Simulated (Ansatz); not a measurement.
SiGeC$_{2}$:
```yaml
crystal:
  lattice:
    - [3.15602, 0.00000, 0.00000]
    - [0.00000, 3.15602, 0.00000]
    - [0.00000, 0.00000, 4.45312]
  atoms:
    - { symbol: Si, position: [0.00000, 0.00000, 0.00000] }
    - { symbol: C, position: [0.50000, 0.00000, 0.23635] }
    - { symbol: Ge, position: [0.50000, 0.50000, 0.50000] }
    - { symbol: C, position: [0.00000, 0.50000, 0.76365] }
```

Relaxed with PBEsol. Independent-particle spectrum: no excitons, no local fields, no scissors shift; 0.1 eV broadening; ε₁ of the summed bands alone.

Problem. Tabulate the dielectric function from PBEsol (plane waves, PAW; program Ansatz).

Solution. 

```csv
E (eV),ε₁ xx,ε₂ xx,ε₁ zz,ε₂ zz
0.0,7.78,0.00,7.87,0.00
0.5,7.82,0.00,7.91,0.00
1.0,7.94,0.00,8.03,0.00
1.5,8.18,0.00,8.25,0.00
2.0,8.57,0.10,8.62,0.02
2.5,8.89,0.32,9.04,0.18
3.0,9.33,0.32,9.57,0.20
3.5,10.14,0.28,10.44,0.19
4.0,11.41,0.33,11.86,0.22
4.5,13.72,0.37,14.41,0.28
5.0,18.90,2.58,20.46,3.15
5.5,21.93,13.89,23.69,15.72
6.0,15.13,24.52,12.45,27.25
6.5,1.09,23.91,0.01,23.75
7.0,-4.16,13.91,-5.83,14.16
7.5,-1.06,11.44,-2.88,10.86
8.0,-2.64,12.41,-2.90,11.95
8.5,-4.92,10.42,-4.69,9.51
9.0,-5.11,7.65,-5.07,7.23
9.5,-4.98,6.24,-4.81,5.80
10.0,-4.52,4.82,-4.15,4.45
10.5,-4.29,3.68,-3.97,3.81
11.0,-3.51,2.92,-3.41,3.04
11.5,-3.11,2.42,-3.14,2.49
12.0,-2.76,2.13,-2.74,2.15
```

With all bands, ε∞ without local fields is 7.86 (xx = yy), 7.95 (zz). DFPT, with local fields, gives 7.58 (xx = yy), 7.63 (zz).

Space group P-4m2. The start of the workflow was typed in or built on a structure type; neither database checked (COD, Materials Project) lists it. Its standing as an ambient phase is unchecked. The PBEsol relaxation kept the symmetry of its start; its stability against distortions is not shown here. Scalar-relativistic: spin–orbit coupling is off unless named, which matters more the heavier the elements.

Potentials: the earlier of the program's two PAW sets. The files were generated under PBE; for other functionals the program regenerates the frozen cores, and for LDA and PBEsol the local potential too.
